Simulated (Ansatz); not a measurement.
HfN (rock salt, space group No. 225) under volume change, plane-wave PAW PBEsol (Ansatz code), scaled uniformly.

| V (Å³/atom) | E − E(relaxed) (meV/atom) | P (GPa) |
|---|---|---|
| 10.378 | … | … |
| 10.720 | 40.5 | 20.04 |
| 11.062 | … | … |
| 11.405 | 0.0 | -0.02 |
| 11.747 | 8.7 | -7.89 |
| 12.089 | 32.9 | -14.64 |
| 12.431 | 70.5 | -20.39 |

**Question.** Complete the blanks.

**Answer.** 
- 10.378, E − E(relaxed) (meV/atom): 96.4
- 10.378, P (GPa): 32.73
- 11.062, E − E(relaxed) (meV/atom): 9.5
- 11.062, P (GPa): 9.21

**Question.** What does a third-order Birch–Murnaghan fit give for V₀, B₀ and B′?

**Answer.** V₀ = 11.40 Å³/atom, B₀ = 284 GPa, B′ = 4.3.

Space group Fm-3m (rock salt). The PBEsol relaxation kept the symmetry of its start. The run is not spin-polarised. Scalar-relativistic: spin–orbit coupling is off unless named, which matters more the heavier the elements.

Potentials: the earlier of the program's two PAW sets. The files were generated under PBE; for other functionals the program regenerates the frozen cores, and for LDA and PBEsol the local potential too.
